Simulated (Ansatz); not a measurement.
Data:

As₂Pt:
```cif
data_As8Pt4
_chemical_formula_sum 'Pt4 As8'
_space_group_name_H-M_alt 'P 1'
_space_group_IT_number 1
_cell_length_a 5.94334
_cell_length_b 5.94334
_cell_length_c 5.94334
_cell_angle_alpha 90.000
_cell_angle_beta 90.000
_cell_angle_gamma 90.000
loop_
_space_group_symop_operation_xyz
  'x, y, z'
loop_
_atom_site_label
_atom_site_type_symbol
_atom_site_fract_x
_atom_site_fract_y
_atom_site_fract_z
_atom_site_occupancy
Pt1 Pt 0.00000 0.00000 0.00000 1
Pt2 Pt 0.50000 0.00000 0.50000 1
Pt3 Pt 0.50000 0.50000 0.00000 1
Pt4 Pt 0.00000 0.50000 0.50000 1
As1 As 0.38305 0.38305 0.38305 1
As2 As 0.11695 0.61695 0.88305 1
As3 As 0.88305 0.11695 0.61695 1
As4 As 0.61695 0.88305 0.11695 1
As5 As 0.61695 0.61695 0.61695 1
As6 As 0.88305 0.38305 0.11695 1
As7 As 0.11695 0.88305 0.38305 1
As8 As 0.38305 0.11695 0.88305 1
```

This is the LDA-relaxed structure.

**Question.** All from DFT-LDA in the program Ansatz with PAW potentials, unless another level is named. Predict the vibrational entropy at 300 K.

**Answer.** 29.5 J/(K·mol of atoms).

**Question.** What about the highest zone-centre frequency (without LO–TO term)?

**Answer.** 284 cm^-1.

**Question.** And the Poisson's ratio?

**Answer.** 0.25.

**Question.** Give the elastic constants (relaxed ions, GPa).

**Answer.** C11 = 342, C12 = 75.2, C44 = 78.0.

Space group Pa-3. The cell was relaxed with LDA under the symmetry of its start. The run is not spin-polarised. Spin–orbit coupling is left out wherever it is not named.

Potentials: the later of the program's two PAW sets.
